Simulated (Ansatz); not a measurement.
Input and command of a plane-wave DFT calculation in Ansatz:

```yaml
crystal:
  lattice:
    - [-5.37331, 5.37331, 1.616233]
    - [5.37331, -5.37331, 1.616233]
    - [5.37331, 5.37331, -1.616233]
  atoms:
    - { symbol: Sn, position: [0.3510765, 0.1689325, 0.520009] }
    - { symbol: Sn, position: [0.8310675, 0.3510765, 0.182144] }
    - { symbol: Sn, position: [0.1689325, 0.6489235, 0.817856] }
    - { symbol: Sn, position: [0.6489235, 0.8310675, 0.479991] }
    - { symbol: O, position: [0.1610445, 0.4570395, 0.618084] }
    - { symbol: O, position: [0.5429605, 0.1610445, 0.704005] }
    - { symbol: O, position: [0.4570395, 0.8389555, 0.295995] }
    - { symbol: O, position: [0.8389555, 0.5429605, 0.381916] }
    - { symbol: O, position: [0.8450715, 0.7943985, 0.63947] }
    - { symbol: O, position: [0.2056015, 0.8450715, 0.050673] }
    - { symbol: O, position: [0.1549285, 0.2056015, 0.36053] }
    - { symbol: O, position: [0.7943985, 0.1549285, 0.949327] }
basis:
  ecutwfc: 500
kpoints:
  mp_grid: { grid: [6, 6, 6] }
hamiltonian:
  xc: r2scan
scf:
  occupations: { method: gaussian, width: 0.1 }
output:
  forces: true
  stress: true
  eigenvalues: true
relax:
  adjacent_minimum: "off"
  f_tol: 0.05
  max_steps: 80
  cell: { stress_tol: 0.5 }
```

```bash
ansatz run input.yaml --threads 2 --pin off --max-ram 5120MiB --backend cpu --events-out ev --progress --plain --runs-dir out
```

Processor: Intel(R) Xeon(R) Platinum 8488C (Sapphire Rapids), 2 threads, on a host shared with other jobs.

Q: How long does it run, and how much memory does it take?

A: About 85 s on 2 threads of Intel(R) Xeon(R) Platinum 8488C (Sapphire Rapids), on a shared host, peak memory 1.1 GiB. It solves 64 bands at 36 k points (the mesh reduced by symmetry) with about 4565 plane waves (on the last cell), in 32 SCF iterations over 5 ionic steps.
